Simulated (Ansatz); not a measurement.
Ansatz (a quantum-chemistry and plane-wave program) input:

Ansatz 0.2 input:
```yaml
crystal:
  lattice:
    - [-1.818078317, 1.818078317, 5.4928179584]
    - [1.818078317, -1.818078317, 5.4928179584]
    - [1.818078317, 1.818078317, -5.4928179584]
  atoms:
    - { symbol: Hg, position: [0.8847675961, 0.8847675961, 0.0] }
    - { symbol: Hg, position: [0.1152324039, 0.1152324039, 0.0] }
    - { symbol: F, position: [0.6891310539, 0.6891310539, 0.0] }
    - { symbol: F, position: [0.3108689461, 0.3108689461, 0.0] }
kpoints:
  mp_grid: { grid: [9, 9, 9] }
  band_path:
    path:
      - [[0.0, 0.0, 0.0], [0.0, 0.0, 0.5], [0.25, 0.25, 0.25], [0.0, 0.5, 0.0], [0.0, 0.0, 0.0], [0.5, 0.5, -0.5], [0.2773889114, 0.7226110886, -0.2773889114]]  # Γ-X-P-N-Γ-M-S
      - [[-0.2773889114, 0.2773889114, 0.2773889114], [0.0, 0.0, 0.0]]  # S_0-Γ
      - [[0.0, 0.0, 0.5], [-0.0547778228, 0.0547778228, 0.5]]  # X-R
      - [[0.5, 0.5, -0.0547778228], [0.5, 0.5, -0.5]]  # G-M
      - [VBM, CBM]
    npoints: 8
hamiltonian:
  xc: r2scan
  dispersion: d4
  pseudopotentials: { kind: paw }
magnetization: { noncollinear: true, spin_orbit: true }
scf:
  n_extra_bands: 12
  convergence: { dr2_threshold: 0.0000000001 }
  occupations: { method: gaussian, width: 0.01 }
checkpoint: { write: soc.run }
output: { eigenvalues: true }
```

Output (shortened):

```
basis.fft_grid_basis auto: the FFT boxes are laid along the combinations [[1, 0, 1], [0, 1, 1], [0, 0, 1]] of the cell's own vectors, 3.636, 3.636 and 6.065 Å …
Pseudopotentials: kind: paw_fr
Pseudopotential: Hg, paw_fr, valence charge 20
Pseudopotential: F, paw_fr, valence charge 7
Functional definition: r2SCAN
non-collinear run that drives no moment, with spin-orbit …
Crystal: 4 atoms, lattice volume = 72.624 Å³
Basis set: ecut = 500 eV, 1865 PW (Γ), FFT grids on a1+a3, a2+a3, a3, exchange–correlation on 108×108×180 points (64 copies of the dense FFT grid, shifted against one another)
Bands: 66, of which v1, the nominal top of the filled ones, is band 54 counted from 1 (53 counted from 0)
Symmetry: 16 space group operations + 16 with time reversal
k-points: 75 of 729
Projection manifold: j_resolved (fully-relativistic pseudo-atomic orbitals)
PAW frozen core: Hg, regenerated for the run's functional
PAW frozen core: F, regenerated for the run's functional
Initial density: superposition of atomic densities (chi_scale 0.1, normalization cell, long waves kept (reshape's long-wave potential 0.78 eV rms))
Initial wavefunctions: pseudopotential atomic-orbital guess
Eigensolver: davidson
Functional: x = r2scan, c = r2scan; τ floored in thin density (d = 2e-4 eV/Å³)
SCF iter   1: F=—  HF=-29235.396099 eV  |F-HF|=—  |Δ(HF+E_count)|=         —  Δρ=2.41e-1  dr2=5.11e1  dr2_τ=3.04e-1  dr2_m=0.00e0 (ungated)  ethr=3.10e-3  |M|=0.00e0 ∫|m|=0.00e0 μB  |m|>n=0.0e0 m-floor=0.0e0 τ_xc=0.0e0  β_m=0.30  ⟨swp⟩=7.3  Hψ=11629  notcnv=0  defer=44
all-band conjugate gradients solve this SCF's bands
preconditioner: auto → Kerker (q_TF=auto, 2.597 Å⁻¹)
spin=Noncollinear: Kerker preconditioning applied to the charge; magnetization (m_x, m_y, m_z) channels mix plain (no charge-response kernel on spin).
SCF iter   2: F=—  HF=-29227.559681 eV  |F-HF|=—  |Δ(HF+E_count)|=    7.84e0  Δρ=7.79e-2  dr2=1.01e1  dr2_τ=1.21e-1  dr2_m=0.00e0 (ungated)  ethr=3.10e-3  |M|=0.00e0 ∫|m|=0.00e0 μB  |m|>n=0.0e0 m-floor=0.0e0 τ_xc=0.0e0  β_m=0.37  ⟨swp⟩=3.5  Hψ=4763  notcnv=0  defer=478
preconditioner: auto → Resta (q_TF=auto, 2.597 Å⁻¹)
spin=Noncollinear: Resta preconditioning applied to the charge; magnetization (m_x, m_y, m_z) channels mix plain (no charge-response kernel on spin).
SCF iter   3: F=—  HF=-29225.799048 eV  |F-HF|=—  |Δ(HF+E_count)|=    1.76e0  Δρ=3.51e-2  dr2=2.74e0  dr2_τ=1.52e-2  dr2_m=0.00e0 (ungated)  ethr=3.10e-3  |M|=0.00e0 ∫|m|=0.00e0 μB  |m|>n=0.0e0 m-floor=0.0e0 τ_xc=0.0e0  β_m=0.63  ⟨swp⟩=3.0  Hψ=4504  notcnv=0  defer=478
SCF iter   4: F=—  HF=-29225.160776 eV  |F-HF|=—  |Δ(HF+E_count)|=   6.38e-1  Δρ=1.51e-2  dr2=1.26e-1  dr2_τ=4.42e-3  dr2_m=0.00e0 (ungated)  ethr=3.10e-3  |M|=0.00e0 ∫|m|=0.00e0 μB  |m|>n=0.0e0 m-floor=0.0e0 τ_xc=0.0e0  β_m=0.73  ⟨swp⟩=3.1  Hψ=4548  notcnv=0  defer=480
SCF iter   5: F=—  HF=-29225.157979 eV  |F-HF|=—  |Δ(HF+E_count)|=   2.80e-3  Δρ=3.74e-3  dr2=1.31e-2  dr2_τ=3.93e-4  dr2_m=0.00e0 (ungated)  ethr=2.34e-4  |M|=0.00e0 ∫|m|=0.00e0 μB  |m|>n=0.0e0 m-floor=0.0e0 τ_xc=0.0e0  β_m=0.84  ⟨swp⟩=2.7  Hψ=4135  notcnv=0  defer=480
SCF iter   6: F=—  HF=-29225.159165 eV  |F-HF|=—  |Δ(HF+E_count)|=   1.19e-3  Δρ=1.02e-3  dr2=9.79e-4  dr2_τ=2.15e-5  dr2_m=0.00e0 (ungated)  ethr=2.42e-5  |M|=0.00e0 ∫|m|=0.00e0 μB  |m|>n=0.0e0 m-floor=0.0e0 τ_xc=0.0e0  β_m=0.92  ⟨swp⟩=2.8  Hψ=3694  notcnv=0  defer=480
SCF iter   7: F=—  HF=-29225.159341 eV  |F-HF|=—  |Δ(HF+E_count)|=   1.75e-4  Δρ=2.84e-4  dr2=5.54e-5  dr2_τ=8.56e-7  dr2_m=0.00e0 (ungated)  ethr=1.81e-6  |M|=0.00e0 ∫|m|=0.00e0 μB  |m|>n=0.0e0 m-floor=0.0e0 τ_xc=0.0e0  β_m=0.96  ⟨swp⟩=2.1  Hψ=3674  notcnv=0  defer=480
SCF iter   8: F=—  HF=-29225.159349 eV  |F-HF|=—  |Δ(HF+E_count)|=   8.20e-6  Δρ=5.76e-5  dr2=6.96e-6  dr2_τ=4.74e-8  dr2_m=0.00e0 (ungated)  ethr=1.03e-7  |M|=0.00e0 ∫|m|=0.00e0 μB  |m|>n=0.0e0 m-floor=0.0e0 τ_xc=0.0e0  β_m=0.98  ⟨swp⟩=2.0  Hψ=3510  notcnv=0  defer=480
SCF iter  12: F=-29225.159457 eV  HF=-29225.159457 eV  |F-HF|=2.91e-11  |Δ(HF+E_count)|=  9.09e-11  Δρ=1.29e-7  dr2=1.20e-11  dr2_τ=3.43e-13  dr2_m=0.00e0 (ungated)  ethr=1.00e-12  |M|=0.00e0 ∫|m|=0.00e0 μB  |m|>n=0.0e0 m-floor=0.0e0 τ_xc=0.0e0  ⟨swp⟩=10.1  Hψ=8240  notcnv=0
SCF 1 converged in 12 iterations: F = -29225.159457 eV  dr2 = 1.20e-11
NSCF: frozen V_eff on 30 k-points
NSCF: frozen V_eff on 30 k-points
NSCF: frozen V_eff on 30 k-points
NSCF: frozen V_eff on 30 k-points
NSCF: frozen V_eff on 23 k-points
NSCF: frozen V_eff on 3 k-points
NSCF: frozen V_eff on 6 k-points
NSCF: frozen V_eff on 6 k-points
NSCF: frozen V_eff on 6 k-points
NSCF: frozen V_eff on 85 k-points
SCF converged after 12 iterations
Magnetization: |M| = 0.0000 μB,  M = (+0.0000, +0.0000, +0.0000) μB
Absolute magnetization: 0.0000 μB (∫|m|)
  site 0: m = (+0.0000, +0.0000, +0.0000) μB, |m| = 0.0000 μB  (R = 0.89 Å)
  site 1: m = (+0.0000, +0.0000, +0.0000) μB, |m| = 0.0000 μB  (R = 0.89 Å)
  site 2: m = (+0.0000, +0.0000, +0.0000) μB, |m| = 0.0000 μB  (R = 0.89 Å)
  site 3: m = (+0.0000, +0.0000, +0.0000) μB, |m| = 0.0000 μB  (R = 0.89 Å)
Free energy (F): -29225.159457 eV
Harris-Foulkes:  -29225.159457 eV  (|F-HF|=2.91e-11)
Internal energy: -29225.159457 eV  (E = F + TS)
E sigma→0 (E₀):  -29225.159457 eV
Fermi energy:    8.804755 eV
--- Per-component energies (eV) ---
  E_band       = -1031.580878
  E_kinetic    = 1622.907905
  E_local      = -6873.489880  (includes V_loc(G=0)·N_el)
  E_nonlocal   = 266.164278
  E_hartree    = 2875.687856
  E_xc         = -573.964594
  E_vxc        = -810.144575  (∫ρ·V_xc dr)
  E_paw        = -20277.876236  (= ΣΔE_a)
  E_vpaw       = -1045.125665  (= ΣTr[D̂ρ^β])
  E_aug_tail   = 0.002547  (compensation charges beyond the density's cutoff)
  E_vtau       = 56.728681  (kinetic-family band-sum trace: ∫τ·v_τ [+ j·A + Jᵃ·Aᵃ] dr)
  E_ewald      = -6263.870221
  E_disp       = -0.324759  (pairwise vdW)
  E_core_change = -0.396354  (= ΣΔE_core)
  E_smearing   =  0.000000  (= −TS)
  E_closure    = 0.000000  (closes the sum)
  Σ components = -29225.159457   (vs F -29225.159457, Δ=0.00e0)
  [band-id]    e_kinetic+e_local+e_nonlocal+2·e_hartree+e_vxc+e_vpaw+e_augmentation_tail+e_vtau = -1031.580996   (vs E_band -1031.580878, Δ=-1.18e-4)
--- Band table (eV; the first three rows and the last of 75) ---
  k-point 0: bands = ["-106.8697", "-106.8697", "-106.8588", "-106.8588", "-68.1899", "-68.1899", "-68.1613", "-68.1613", "-50.2844", "-50.2844", "-50.1230", "-50.1230", "-50.1118", "-50.1118", "-50.0884", "-50.0884", "-15.1435", "-15.1435", "-14.7372", "-14.7372", "0.6105", "0.6105", "1.8024", "1.8024", "1.8897", "1.8897", "1.8921", "1.8921", "2.7547", "2.7547", "3.3410", "3.3410", "3.3928", "3.3928", "3.4093", "3.4093", "3.7884", "3.7884", "4.0375", "4.0375", "4.1775", "4.1775", "4.3136", "4.3136", "5.0657", "5.0657", "5.3868", "5.3868", "5.4372", "5.4372", "5.6400", "5.6400", "5.7145", "5.7145", "11.9959", "11.9959", "14.3460", "14.3460", "17.2237", "17.2237", "18.6872", "18.6872", "20.6839", "20.6839", "20.6942", "20.6942"]
  k-point 1: bands = ["-106.8697", "-106.8697", "-106.8588", "-106.8588", "-68.1900", "-68.1900", "-68.1614", "-68.1614", "-50.2844", "-50.2844", "-50.1232", "-50.1232", "-50.1124", "-50.1124", "-50.0889", "-50.0889", "-15.1129", "-15.1129", "-14.7530", "-14.7530", "0.6398", "0.6398", "1.7535", "1.7535", "1.8678", "1.8678", "1.8972", "1.8972", "2.7204", "2.7204", "3.2324", "3.2324", "3.3510", "3.3510", "3.5044", "3.5044", "3.6485", "3.6485", "3.9960", "3.9960", "4.2139", "4.2139", "4.3571", "4.3571", "4.8648", "4.8648", "5.4207", "5.4207", "5.5322", "5.5322", "5.7870", "5.7870", "6.2683", "6.2683", "12.1243", "12.1243", "14.6173", "14.6173", "16.3055", "16.3055", "17.3804", "17.3804", "19.2879", "19.2879", "20.6290", "20.6290"]
  k-point 2: bands = ["-106.8697", "-106.8697", "-106.8588", "-106.8588", "-68.1901", "-68.1901", "-68.1616", "-68.1616", "-50.2845", "-50.2845", "-50.1238", "-50.1238", "-50.1138", "-50.1138", "-50.0900", "-50.0900", "-15.0369", "-15.0369", "-14.7950", "-14.7950", "0.7031", "0.7031", "1.5952", "1.5952", "1.8629", "1.8629", "1.8974", "1.8974", "2.6406", "2.6406", "3.1133", "3.1133", "3.2576", "3.2576", "3.4867", "3.4867", "3.6360", "3.6360", "3.9678", "3.9678", "4.2684", "4.2684", "4.4529", "4.4529", "5.0342", "5.0342", "5.4221", "5.4221", "5.6201", "5.6201", "6.1419", "6.1419", "6.9582", "6.9582", "12.4652", "12.4652", "14.5646", "14.5646", "15.3544", "15.3544", "16.1411", "16.1411", "17.9024", "17.9024", "18.8825", "18.8825"]
  k-point 74: bands = ["-106.8697", "-106.8697", "-106.8588", "-106.8588", "-68.1898", "-68.1898", "-68.1615", "-68.1615", "-50.2830", "-50.2830", "-50.1245", "-50.1245", "-50.1126", "-50.1126", "-50.0881", "-50.0881", "-15.1190", "-15.1190", "-14.7502", "-14.7502", "0.9109", "0.9109", "1.2986", "1.2986", "1.7308", "1.7308", "1.9260", "1.9260", "2.5335", "2.5335", "2.8758", "2.8758", "3.1265", "3.1265", "3.6582", "3.6582", "3.9375", "3.9375", "4.0416", "4.0416", "4.4373", "4.4373", "4.8182", "4.8182", "5.0419", "5.0419", "5.1382", "5.1382", "5.5124", "5.5124", "6.1433", "6.1433", "6.6953", "6.6953", "9.7889", "9.7889", "16.3506", "16.3506", "17.1410", "17.1410", "18.5765", "18.5765", "20.0030", "20.0030", "20.6565", "20.6565"]
  band table: 66 of 66 bands, residual norms ≤ 1.0e-3 eV
```

Cost: roughly 5 core-minutes on shared cores.

Space group I4/mmm. The first step of the workflow began from a Materials Project structure, measured or hypothetical; the Crystallography Open Database files this formula in space group No. 139, but the cells were not matched. Whether it is the stable phase at ambient conditions was not checked. The r²SCAN+D4 relaxation kept the symmetry of its start; whether a distortion lowers the energy is not shown.

Potentials: the later of the program's two PAW sets.

Ansatz is a plane-wave DFT program.
